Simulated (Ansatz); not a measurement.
MgI2:
```
CELL_PARAMETERS angstrom
      4.12427     0.00000     0.00000
     -2.06214     3.57173     0.00000
      0.00000     0.00000     6.83210
ATOMIC_POSITIONS crystal
  Mg 0.00000 0.00000 0.00000
  I  0.33333 0.66667 0.24550
  I  0.66667 0.33333 0.75450
```

Tensor components refer to the Cartesian frame of this cell.

Problem. Give the high-frequency dielectric tensor and the Born effective charge tensors of the independent atoms from DFPT, the program Ansatz at the PBE+D3(BJ) level (PAW).

Solution. 
ε∞:
```
4.54  0.00  0.00
0.00  4.54  0.00
0.00  0.00  4.05
```
Z* of atom 1 (Mg), rows: field, columns: displacement, in e:
```
2.49  0.00  0.00
0.00  2.49  0.00
0.00  0.00  1.61
```
Z* of atom 2 (I), rows: field, columns: displacement, in e:
```
-1.24   0.00   0.00
 0.00  -1.24   0.00
 0.00   0.00  -0.81
```

Static charges for comparison (Bader): Mg1 +1.62, I2 -0.81 e. Born charges measure polarisation by displacement and can exceed these by far.

Space group P-3m1 (CdI2 type). The cell was relaxed with PBE+D3(BJ) under the symmetry of its start; phonons on a q-mesh show no instability. Scalar-relativistic: spin–orbit coupling is off unless named, which matters more the heavier the elements.

Potentials: the later of the program's two PAW sets.
